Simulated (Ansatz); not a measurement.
Input:

BaTiO3:
```
CELL_PARAMETERS angstrom
      3.98581     0.00000     0.00000
      0.00000     3.98581     0.00000
      0.00000     0.00000     4.19980
ATOMIC_POSITIONS crystal
  Ti 0.50000 0.50000 0.45754
  Ba 0.00000 0.00000 0.94036
  O  0.50000 0.50000 0.88910
  O  0.50000 0.00000 0.40950
  O  0.00000 0.50000 0.40950
```

This is the PBE-relaxed structure.

Question: All from the program Ansatz at the PBE level (PAW), unless another level is named. Estimate the hole effective mass.

Answer: 0.87, 0.87, 26 mₑ (principal values).

Question: Give the weight of the conduction-edge state by species (Voronoi cells).

Answer: Ti 81 %, O 17 %, Ba 2 %.

Question: Predict the valence-band maximum.

Answer: at A.

Space group P4mm. The PBE relaxation kept the symmetry of its start. The run is not spin-polarised. Scalar-relativistic: spin–orbit coupling is off unless named, which matters more the heavier the elements.

Potentials: the later of the program's two PAW sets.

Edges and masses are those of Kohn–Sham bands, whose gap is no quasiparticle gap.
